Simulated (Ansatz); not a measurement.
InSb (zinc blende)

```
CELL_PARAMETERS angstrom
      0.00000     3.27796     3.27796
      3.27796     0.00000     3.27796
      3.27796     3.27796     0.00000
ATOMIC_POSITIONS crystal
  Sb 0.75000 0.75000 0.75000
  In 0.00000 0.00000 0.00000
```

E(V) scan at fixed shape, V₀ the volume above. Symmetry pins the atoms to their sites.

Level of theory: r2SCAN (plane waves to 500 eV, PAW, scalar-relativistic; Ansatz, a program for electronic structure). k mesh 12×12×12 (Γ-centred), Fermi-Dirac smearing 0.05 eV. Compression counts positive. At this level the bands of InSb touch or barely overlap; measurements give the solid a gap. InSb was relaxed with its symmetry unable to fall. Spin-orbit coupling is left out, though Sb is heavy.

At one point of the scan the stress tensor (GPa) is:

```
   -1.2      0.0      0.0
    0.0     -1.2      0.0
    0.0      0.0     -1.2
```

Q: Which point is it?
A. V/V₀ = 1.030
B. V/V₀ = 1.015
C. V/V₀ = 1.060

A: A, V/V₀ = 1.030

(A scan under strain: stresses follow from slopes of the energy per volume, elastic moduli from its curvatures.)
